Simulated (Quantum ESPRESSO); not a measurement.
One change at a time to Al2Au2Ir3W

Calculated results; nothing here was measured. They come from Quantum ESPRESSO 7.5, a public plane-wave density functional program. Each row is one single-point run on a made-up periodic cell of eight metal atoms, with elements, volume, strain and displacements drawn at random and not relaxed, so a cell may be unstable or far from any real phase. There is no spin polarisation or spin-orbit coupling.

Settings: PBE unless stated; PseudoDojo standard norm-conserving files; Fermi-Dirac width 0.25 eV, which means electrons at about 2900 K; cutoff 1034 eV; 5 x 5 x 5 k mesh shifted half a step off Gamma. E is the free energy of the whole cell (internal energy minus TS), so a -TS column is already part of it. Stress is positive in tension, and the pressure P is minus a third of its trace.

Checks: one run of this series was repeated at a higher cutoff and on a denser mesh, which moved values by no more than 0.003 eV, 0.09 GPa and 0.007 eV/Å, and a second program with other atomic files agreed on it to 2 % rms in force and 0.5 GPa in pressure. Known limits: the tin pseudopotential is less sure than most, with forces differing by about three percent from a second method on plain tin; heavy elements are run without spin-orbit coupling, which real alloys of them have; a spin test at this wide smearing found no moment, but such smearing suppresses magnetism that the real alloy may have.

The lattice is hexagonal close-packed, and the cell vectors in Å are (0.061, 0.004, 4.605); (5.470, -0.042, 0.074); (-2.772, 4.726, -0.033), a volume of 118.49 Å³ in run 1. The elements on sites 1 to 8 are Al Ir Al W Au Ir Au Ir. Each later run makes one change to run 1 and keeps the rest. E is counted from run 1, and is n/a where other atomic files have another zero of energy.

```
run                           change  V (Å³)  P (GPa)  -TS (eV)  rms force (eV/Å)  largest change of a force component (eV/Å)  E (eV)
  1                             none  118.49    18.41    -1.197             1.528                                       0.000   0.000
  2          sites 1 and 4 exchanged  118.49    16.08    -1.124             1.195                                       2.592  -0.774
  3    all lengths scaled by +1.43 %  123.65     7.10    -1.264             1.279                                       0.693       ?
  4                     Sn on site 8  118.49    31.96    -1.011             1.725                                       1.281     n/a
  5  site 5 moved by -0.06 Å along y  118.49    17.56    -1.201             1.398                                       0.992  -0.143
```

## Worked estimate

Along a uniform scaling dE = -P dV. The mean of the two pressures is 12.755 GPa and the volume changes by 5.16 Å³, with 160.2 GPa to one eV/Å³. The same two rows give -V dP/dV = 265 GPa for this cell with clamped atoms, which is not the bulk modulus of a real alloy.

## Withheld value

Question: what E should run 3 give?

The estimate is -0.411 eV. The calculation gave -0.404 eV. The mean of two end points misses the curvature of P, and the finite cutoff adds a little.
